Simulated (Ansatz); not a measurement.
According to the program Ansatz at the r²SCAN level (PAW), Ba2YHO3 in the tetragonal phase (I4mm; Pearson symbol tI14) relaxes to a = 4.389 Å, c = 13.565 Å. Its formation energy from the elements is -2.70 eV/atom, with no fitted shifts.

The Kohn–Sham gap is 4.14 eV (indirect). The screened hybrid HSE06 puts the gap at 5.01 eV. Gap from r²SCAN with spin–orbit coupling: 4.12 eV. Electrons at the band edge weigh 0.68 mₑ (isotropic). The hole mass is 2.6, 3.8, 4.5 mₑ (principal values).

An equation-of-state fit gives a bulk modulus of 79.3 GPa. Bader charges are Y +2.12, O -1.47, H -0.74, Ba +1.51 e.

The start of the workflow was typed in or built on a structure type; neither database checked (COD, Materials Project) lists it. Whether it is the stable phase at ambient conditions was not checked. The r²SCAN relaxation kept the symmetry of its start; whether a distortion lowers the energy is not shown. The run is not spin-polarised. The references are the lowest solids computed at this level, not always the standard phases (solids in place of the gases). Scalar-relativistic: spin–orbit coupling is off unless named, which matters more the heavier the elements.

Potentials: the earlier of the program's two PAW sets. The files were generated under PBE; for other functionals the program regenerates the frozen cores, and for LDA and PBEsol the local potential too.
